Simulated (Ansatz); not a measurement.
Task: Name crystals whose computed values (r²SCAN (plane waves, PAW; program Ansatz)) fall in these windows: highest Γ mode, no LO–TO term (cm⁻¹) 430 to 540; ε0 12 to 15; gap (eV) 2.8 to 4.2.

Result: 

```tsv
crystal	highest Γ mode, no LO–TO term (cm⁻¹)	ε0	gap (eV)
SrO, NiAs type	480	13.5	3.54
```
Others may fit too.

Not the usual ambient phase: SrO, NiAs type. The cell was relaxed under the symmetry of its start. Spin–orbit coupling is left out wherever it is not named.

Potentials: the later of the program's two PAW sets.
